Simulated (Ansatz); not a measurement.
Cr3Se4 in space group C2/m (No. 12; Cr on 2d, Cr on 4i, Se on 4i, Se on 4i), DFT-r²SCAN in the program Ansatz with PAW potentials, all energies at zero smearing, with the estimated change up to a 700 eV cutoff added, with one set of potentials and settings (totals compare only within such a set). Cell of 7 atoms (3 Cr, 4 Se): -32066.444 eV.

| element | reference phase | E (eV/atom) |
|---|---|---|
| Cr | Im-3m, 2 atoms in the cell, spin-polarised | -3382.7158 |
| Se | P3_121, 3 atoms in the cell | -5478.1269 |

Formation energy per atom, worked out: (-32066.444 − 3×(-3382.7158) − 4×(-5478.1269))/7 = -0.827 eV/atom (-80 kJ per mol of atoms), at 0 K, without zero-point energy or fitted corrections.

The workflow started from an entry of the Crystallography Open Database (COD). Its standing as an ambient phase is unchecked. The r²SCAN relaxation kept the symmetry of its start; whether a distortion lowers the energy is not shown. Magnetic state: ferromagnetic, the only order run, not a proven ground state. Other orbital occupations within this spin state were not tried. No Hubbard U is applied. The references are the lowest solids computed at this level, not always the standard phases.

Potentials: the later of the program's two PAW sets.
